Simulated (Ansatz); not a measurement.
Input and output of a single-point calculation on B3As2N, ordered on the zincblende lattice (I-4m2) with 6 atoms a cell (Ansatz 0.2.0, HSE06). The cell was relaxed beforehand with r2SCAN.

```yaml
crystal:
  lattice:
    - [-1.5705983282, 1.5705983282, 6.6409477669]
    - [1.5705983282, -1.5705983282, 6.6409477669]
    - [1.5705983282, 1.5705983282, -6.6409477669]
  atoms:
    - { symbol: "N", position: [0.0, 0.0, 0.0] }
    - { symbol: B, position: [0.5637044461, 0.0637044461, 0.5] }
    - { symbol: As, position: [0.6574701365, 0.6574701365, 0.0] }
    - { symbol: B, position: [0.25, 0.75, 0.5] }
    - { symbol: As, position: [0.3425298635, 0.3425298635, 0.0] }
    - { symbol: B, position: [0.9362955539, 0.4362955539, 0.5] }
kpoints:
  mp_grid: { grid: [6, 6, 6] }
  band_path:
    path:
      - [0.0, 0.0, 0.0]
      - [0.0, 0.0, 0.5]
      - [0.25, 0.25, 0.25]
      - [0.0, 0.5, 0.0]
      - [0.5, 0.5, -0.5]
      - [0.263983315, 0.736016685, -0.263983315]
      - [-0.263983315, 0.263983315, 0.263983315]
      - [-0.02796663, 0.02796663, 0.5]
      - [0.5, 0.5, -0.02796663]
    npoints: 1
hamiltonian:
  xc: hse06
scf:
  occupations: { method: fixed }
  n_extra_bands: 5
output:
  forces: true
  stress: true
  eigenvalues: true
  write_density: true
  write_potential: true
  elf: true
  volumetric_format: npy
```

The output follows, shortened, with numbered blanks.
```
Functional definition: HSE06
Crystal: 6 atoms, lattice volume = 65.527 Å³
Basis set: ecut = 420 eV, 1275 PW (Γ), FFT grids on a1−a2, a2, a1+a3
Bands: 27, of which v1, the nominal top of the filled ones, is band 22 counted from 1 (21 counted from 0)
Symmetry: 8 space group operations
Space group: I-4m2 (ITA 119)
k-points: 30 of 216 (time reversal used)
Exchange kernel: α = 0.2500, screened, ω = 0.2079 Å⁻¹, Wigner–Seitz truncation, v(0) = 1044.9602 eV·Å³, q-mesh 6×6×6
hybrid outer 1: dexx = +1.347e-2 eV, tail = 9.06e-5 eV
hybrid outer 2: dexx = +5.131e-7 eV, tail = 2.60e-8 eV, Δε = 1.46e-3 eV, ΔF = 1.30e-3 eV/Å
NSCF: frozen V_eff on 9 k-points
Free energy (F): -10565.684332 eV
[1]
--- Forces (eV/Å), atoms counted from 1 ---
[2]
--- Stress (GPa, compression-positive) ---
       -2.019359       0.000000       0.000000
        0.000000      -2.019359       0.000000
        0.000000       0.000000      -1.529722
  P = ⅓ Tr σ = -1.8561 GPa (-18.561 kbar)
--- Band table (eV; the first three rows and the last of 30) ---
[3]
```

The rows of the band table are 0: (0, 0, 0) = Γ, 1: (0, 0, 1/6), 2: (0, 0, 1/3), 29: (-1/2, -1/2, -1/2) = M.

Task: Give the withheld lines. They hold the Fermi energy and the band table, the forces.

Result:
```
[1]
Fermi energy:    11.412910 eV
[2]
  atom   1  N       0.00000      0.00000      0.00000
  atom   2  B       0.00000      0.00000    -0.18614
  atom   3  As      0.00000      0.00000      0.02994
  atom   4  B       0.00000      0.00000      0.00000
  atom   5  As      0.00000      0.00000    -0.02994
  atom   6  B       0.00000      0.00000      0.18614
[3]
  k-point 0: bands = […, 5.1510, 8.1572, 8.1572, 10.4555, 11.4129, 11.4129, 12.3345, 14.4633, 15.6369, 15.8852, …]
  k-point 1: bands = […, 5.4752, 6.9289, 7.5174, 8.9315, 8.9435, 9.5288, 14.3760, 15.3815, 16.4059, 17.3293, …]
  k-point 2: bands = […, 3.8755, 4.5892, 6.7243, 6.9498, 7.3386, 7.9309, 13.7507, 14.6356, 15.6832, 15.8724, …]
  k-point 29: bands = […, 7.4614, 8.5564, 8.8170, 8.8170, 10.3691, 10.3691, 12.7792, 14.2539, 15.2317, 15.2580, …]
```
Only the leading digits can be foreseen; the rest is this run's record.

HSE06 gives a direct gap of 0.92 eV at Γ. With the atoms held, the mean pressure is -1.9 GPa (compression positive). The stress of a hybrid is loosely converged here. The largest force is 0.19 eV/Å.

Command: `ansatz run input.yaml --threads 4 --pin off --max-ram 6451MiB --backend cpu --events-out ev --progress --plain --runs-dir out`.

Task: What wall time did it need on 4 threads of Arm Neoverse V2 (shared host), and how much host memory at the peak?

Result: About 2.1 min, with a peak of 3.1 GiB.

(Calculated; spin-unpolarised; the phase may be known or hypothetical.)

Spin-orbit coupling is left out.
